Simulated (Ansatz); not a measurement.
## Fermi surface of MgRh (Pm-3m)

```xyz
2
Lattice="3.0833 0.0000 0.0000 0.0000 3.0833 0.0000 0.0000 0.0000 3.0833" Properties=species:S:1:pos:R:3 pbc="T T T"
Mg    0.0000    0.0000    0.0000
Rh    1.5416    1.5416    1.5416
```

Level of theory, where no other is named: PBEsol, all-electron LAPW in Ansatz 0.2.0, scalar-relativistic. k mesh 10×10×10, fine mesh 20×20×20, Fermi-Dirac smearing of 0.050 eV, basis error target 1 meV/atom. The cell was relaxed by PAW under this functional.

Levels and slopes are solved on a 20×20×20 mesh, and each state is taken as quadratic over its cell.

What is the density of states at the Fermi level, and which bare Sommerfeld coefficient follows?

N(E_F) = 0.498 states/eV/atom (both spins), so γ = (π²/3) k_B² N(E_F) = 1.17 mJ/(mol-atom K²) without electron-phonon or spin-fluctuation enhancement.

What Drude plasma energy and σ/τ do the band velocities give?

(ħω_p,α)² = (e²/ε₀VN_k) Σ_nkσ (∂E/∂k_α)² δ(E − E_F) gives ħω_p = (7.17, 7.17, 7.17) eV along x, y, z, and σ/τ = ε₀ω_p² = 10.5×10²⁰ Ω⁻¹m⁻¹s⁻¹ along x. Weighted by the density of states, the mean Fermi speed is 0.733×10⁶ m/s; the surface has an area of 20.3 Å⁻² for each spin direction.

Which bands cross the Fermi level, and what do they carry?

```json
{"band": "1", "filled part": "0.98", "N (states/eV/cell)": "0.0707", "speed (10⁶ m/s)": "0.66", "5th to 95th percentile": "0.51 to 0.75", "area (Å⁻²)": "1.3", "filling": "nearly full"}
{"band": "2", "filled part": "0.88", "N (states/eV/cell)": "0.356", "speed (10⁶ m/s)": "0.703", "5th to 95th percentile": "0.54 to 0.89", "area (Å⁻²)": "6.97", "filling": "partly filled"}
{"band": "3", "filled part": "0.63", "N (states/eV/cell)": "0.569", "speed (10⁶ m/s)": "0.761", "5th to 95th percentile": "0.06 to 0.98", "area (Å⁻²)": "12.1", "filling": "partly filled"}
```

Map the plane k₃ = 0 of the mesh: how many bands lie under the Fermi level at each point, counted from the least on the plane?

k₁ runs to the right and k₂ upwards, each from −½ to ½ with 0 in the middle (the axes needn't be at right angles):
```
00112222222222222110
11222222222222222221
11222222222222222221
12222222222222222222
22222222222222222222
22222222222222222222
22222222222222222222
22222222222222222222
22222222222222222222
22222222222222222222
22222222222222222222
22222222222222222222
22222222222222222222
22222222222222222222
22222222222222222222
12222222222222222222
11222222222222222221
11222222222222222221
00112222222222222110
00111222222222221110
```

On PAW files the program sums the optical response inside the mesh cells, interband lines and its own Drude term. Where does ε₁ rise through zero (a sharp plasmon if ε₂ is small there), and how much light is reflected?

```json
{"Fine mesh": "20, 20, 20", "Window top": "25 eV", "Line width": "0.2 eV", "Drude damping": "0.05 eV", "ε₁ rises through zero at x": "4.34, 6.65, 14.83 eV", "ε₂ there x": "5.2, 2.33, 1.37", "Plasma energy (x, y, z)": "6.992, 6.992, 6.992 eV", "Reflectivity at 1 eV, x-polarised": "0.9034", "Reflectivity at 2 eV, x-polarised": "0.5593", "Reflectivity at 3 eV, x-polarised": "0.4824"}
```

The plasma energy here is the program's own sum at the run's smearing; it differs from the value above by up to 2 %, through mesh and smearing.

What does PAW give for the same cell?

N(E_F) = 0.496 states/eV/atom and ħω_p,x = 7.17 eV.

Known limits: these sums move with the mesh, by several per cent and more for small sheets; frozen-core PAW files fitted under PBE, their cores solved anew for the functional of the run.
